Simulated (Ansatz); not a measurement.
Tl:
```cif
data_Tl2
_chemical_formula_sum 'Tl2'
_space_group_name_H-M_alt 'P63/mmc'
_space_group_IT_number 194
_space_group_name_Hall '-P 6c 2c'
_cell_length_a 3.50006
_cell_length_b 3.50006
_cell_length_c 5.57249
_cell_angle_alpha 90.000
_cell_angle_beta 90.000
_cell_angle_gamma 120.000
loop_
_atom_site_label
_atom_site_type_symbol
_atom_site_symmetry_multiplicity
_atom_site_Wyckoff_symbol
_atom_site_fract_x
_atom_site_fract_y
_atom_site_fract_z
_atom_site_occupancy
Tl1 Tl 2 d 0.66667 0.33333 0.25000 1
```

Relaxed with r²SCAN+D4.

Q: Which orbitals make up the states near the Fermi level in r²SCAN+D4 in the plane-wave PAW code Ansatz?

A: Within 0.5 eV of the Fermi level: Tl 6p 77 %, Tl 6s 20 %. Projections are on Löwdin-orthogonalised atomic valence shells; empty p or d shells of many metals are not among them.

Q: Tabulate the density of states.

A: States/eV per cell of 2 atoms, in 0.25 eV bins, energy from the Fermi level.

| E (eV) | total | Tl 6p | Tl 6s | Tl 5d |
|---|---|---|---|---|
| -7.85 | 0.49 | 0.21 | 0.27 | 0.01 |
| -7.60 | 0.52 | 0.22 | 0.29 | 0.01 |
| -7.35 | 0.56 | 0.23 | 0.31 | 0.01 |
| -7.10 | 0.59 | 0.24 | 0.34 | 0.02 |
| -6.85 | 0.64 | 0.25 | 0.37 | 0.02 |
| -6.60 | 0.68 | 0.25 | 0.41 | 0.02 |
| -6.35 | 0.75 | 0.26 | 0.47 | 0.02 |
| -6.10 | 0.87 | 0.27 | 0.58 | 0.03 |
| -5.85 | 0.89 | 0.25 | 0.62 | 0.03 |
| -5.60 | 0.88 | 0.22 | 0.64 | 0.02 |
| -5.35 | 0.91 | 0.19 | 0.69 | 0.02 |
| -5.10 | 0.85 | 0.16 | 0.67 | 0.02 |
| -4.85 | 0.93 | 0.15 | 0.76 | 0.02 |
| -4.60 | 1.58 | 0.25 | 1.30 | 0.03 |
| -4.35 | 1.36 | 0.15 | 1.19 | 0.02 |
| -4.10 | 0.63 | 0.04 | 0.58 | 0.01 |
| -3.85 | 0.02 | 0.00 | 0.02 | 0.00 |
| -3.60 | 0.00 | 0.00 | 0.00 | 0.00 |
| -3.35 | 0.00 | 0.00 | 0.00 | 0.00 |
| -3.10 | 0.00 | 0.00 | 0.00 | 0.00 |
| -2.85 | 0.00 | 0.00 | 0.00 | 0.00 |
| -2.60 | 0.02 | 0.02 | 0.00 | 0.00 |
| -2.35 | 0.15 | 0.14 | 0.01 | 0.00 |
| -2.10 | 0.33 | 0.30 | 0.02 | 0.00 |
| -1.85 | 0.48 | 0.43 | 0.04 | 0.00 |
| -1.60 | 0.64 | 0.56 | 0.06 | 0.01 |
| -1.35 | 0.80 | 0.69 | 0.09 | 0.01 |
| -1.10 | 1.23 | 1.05 | 0.15 | 0.02 |
| -0.85 | 1.42 | 1.18 | 0.20 | 0.02 |
| -0.60 | 1.11 | 0.92 | 0.17 | 0.01 |
| -0.35 | 0.98 | 0.78 | 0.18 | 0.01 |
| -0.10 | 0.83 | 0.63 | 0.18 | 0.01 |
| 0.15 | 0.79 | 0.59 | 0.18 | 0.01 |
| 0.40 | 0.89 | 0.68 | 0.19 | 0.01 |
| 0.65 | 1.05 | 0.81 | 0.20 | 0.01 |
| 0.90 | 1.08 | 0.84 | 0.21 | 0.01 |
| 1.15 | 0.85 | 0.66 | 0.16 | 0.01 |
| 1.40 | 1.01 | 0.81 | 0.16 | 0.01 |
| 1.65 | 1.17 | 0.96 | 0.17 | 0.01 |
| 1.90 | 1.04 | 0.84 | 0.16 | 0.01 |
| 2.15 | 0.93 | 0.75 | 0.14 | 0.01 |
| 2.40 | 0.93 | 0.76 | 0.13 | 0.01 |
| 2.65 | 1.12 | 0.91 | 0.16 | 0.01 |
| 2.90 | 1.07 | 0.89 | 0.13 | 0.01 |
| 3.15 | 0.97 | 0.83 | 0.10 | 0.01 |
| 3.40 | 1.03 | 0.88 | 0.10 | 0.01 |
| 3.65 | 1.05 | 0.90 | 0.09 | 0.01 |
| 3.90 | 1.19 | 1.03 | 0.09 | 0.01 |
| 4.15 | 1.36 | 1.15 | 0.12 | 0.01 |
| 4.40 | 1.33 | 1.15 | 0.09 | 0.01 |
| 4.65 | 1.28 | 1.10 | 0.08 | 0.01 |

Space group P6_3/mmc (hcp (Mg type)). The r²SCAN+D4 relaxation kept the symmetry of its start. The pairwise dispersion correction was not fitted to metals. Spin–orbit coupling is left out wherever it is not named.

Potentials: the later of the program's two PAW sets.
